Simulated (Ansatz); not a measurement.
Consider the following.

Cl:
```cif
data_Cl4
_chemical_formula_sum 'Cl4'
_space_group_name_H-M_alt 'P 1'
_space_group_IT_number 1
_cell_length_a 3.86720
_cell_length_b 3.86720
_cell_length_c 8.28228
_cell_angle_alpha 90.000
_cell_angle_beta 90.000
_cell_angle_gamma 64.484
loop_
_space_group_symop_operation_xyz
  'x, y, z'
loop_
_atom_site_label
_atom_site_type_symbol
_atom_site_fract_x
_atom_site_fract_y
_atom_site_fract_z
_atom_site_occupancy
Cl1 Cl 0.88095 0.11905 0.60593 1
Cl2 Cl 0.11905 0.88095 0.39407 1
Cl3 Cl 0.61905 0.38095 0.10593 1
Cl4 Cl 0.38095 0.61905 0.89407 1
```

This is the r²SCAN-relaxed structure.

Task: All from r²SCAN in the plane-wave PAW code Ansatz, unless another level is named. Estimate the band gap.

Result: 2.63 eV (direct).

Task: Next, the valence-band maximum?

Result: at Γ.

Space group Cmce (molecular I2 type). The r²SCAN relaxation kept the symmetry of its start. The substance is a gas or liquid at ambient conditions; this is its low-temperature solid. A crystal of weakly bound molecules computed without a dispersion correction: the cell and the soft elastic constants depend strongly on that.

Potentials: the later of the program's two PAW sets.
